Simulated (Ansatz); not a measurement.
Pb:
```
CELL_PARAMETERS angstrom
      0.00000     2.48578     2.48578
      2.48578     0.00000     2.48578
      2.48578     2.48578     0.00000
ATOMIC_POSITIONS crystal
  Pb 0.00000 0.00000 0.00000
```

Relaxed with r²SCAN+D4.

Task: Which orbitals make up the states near the Fermi level in DFT-r²SCAN+D4 in the program Ansatz with PAW potentials?

Result: Within 0.5 eV of the Fermi level: Pb 6p 86 %, Pb 6s 11 %. Projections are on Löwdin-orthogonalised atomic valence shells; empty p or d shells of many metals are not among them.

Task: Tabulate the density of states.

Result: States/eV per cell of 1 atom, in 0.25 eV bins, energy from the Fermi level.

| E (eV) | total | Pb 6p | Pb 6s |
|---|---|---|---|
| -7.85 | 0.61 | 0.08 | 0.53 |
| -7.60 | 0.60 | 0.06 | 0.54 |
| -7.35 | 0.61 | 0.04 | 0.57 |
| -7.10 | 0.67 | 0.02 | 0.65 |
| -6.85 | 0.01 | 0.00 | 0.01 |
| -6.60 | 0.00 | 0.00 | 0.00 |
| -6.35 | 0.00 | 0.00 | 0.00 |
| -6.10 | 0.00 | 0.00 | 0.00 |
| -5.85 | 0.00 | 0.00 | 0.00 |
| -5.60 | 0.00 | 0.00 | 0.00 |
| -5.35 | 0.00 | 0.00 | 0.00 |
| -5.10 | 0.00 | 0.00 | 0.00 |
| -4.85 | 0.00 | 0.00 | 0.00 |
| -4.60 | 0.00 | 0.00 | 0.00 |
| -4.35 | 0.02 | 0.02 | 0.00 |
| -4.10 | 0.11 | 0.11 | 0.00 |
| -3.85 | 0.18 | 0.17 | 0.01 |
| -3.60 | 0.23 | 0.22 | 0.01 |
| -3.35 | 0.31 | 0.29 | 0.02 |
| -3.10 | 0.44 | 0.40 | 0.02 |
| -2.85 | 0.56 | 0.51 | 0.04 |
| -2.60 | 0.79 | 0.72 | 0.06 |
| -2.35 | 0.83 | 0.74 | 0.07 |
| -2.10 | 0.78 | 0.68 | 0.09 |
| -1.85 | 0.57 | 0.47 | 0.09 |
| -1.60 | 0.36 | 0.28 | 0.07 |
| -1.35 | 0.42 | 0.34 | 0.07 |
| -1.10 | 0.47 | 0.39 | 0.07 |
| -0.85 | 0.49 | 0.41 | 0.06 |
| -0.60 | 0.49 | 0.41 | 0.06 |
| -0.35 | 0.50 | 0.42 | 0.06 |
| -0.10 | 0.49 | 0.43 | 0.06 |
| 0.15 | 0.49 | 0.42 | 0.05 |
| 0.40 | 0.50 | 0.43 | 0.05 |
| 0.65 | 0.54 | 0.47 | 0.05 |
| 0.90 | 0.56 | 0.49 | 0.04 |
| 1.15 | 0.58 | 0.52 | 0.04 |
| 1.40 | 0.62 | 0.55 | 0.04 |
| 1.65 | 0.64 | 0.58 | 0.04 |
| 1.90 | 0.71 | 0.64 | 0.03 |
| 2.15 | 0.79 | 0.72 | 0.03 |
| 2.40 | 0.76 | 0.69 | 0.03 |
| 2.65 | 0.74 | 0.67 | 0.03 |
| 2.90 | 0.72 | 0.65 | 0.02 |
| 3.15 | 0.70 | 0.63 | 0.02 |
| 3.40 | 0.68 | 0.61 | 0.02 |
| 3.65 | 0.65 | 0.59 | 0.02 |
| 3.90 | 0.64 | 0.57 | 0.02 |
| 4.15 | 0.61 | 0.55 | 0.01 |
| 4.40 | 0.60 | 0.54 | 0.01 |
| 4.65 | 0.58 | 0.52 | 0.01 |

Space group Fm-3m (fcc (Cu type)). The cell was relaxed with r²SCAN+D4 under the symmetry of its start. The pairwise dispersion correction was not fitted to metals. Scalar-relativistic: spin–orbit coupling is off unless named, which matters more the heavier the elements.

Potentials: the earlier of the program's two PAW sets.
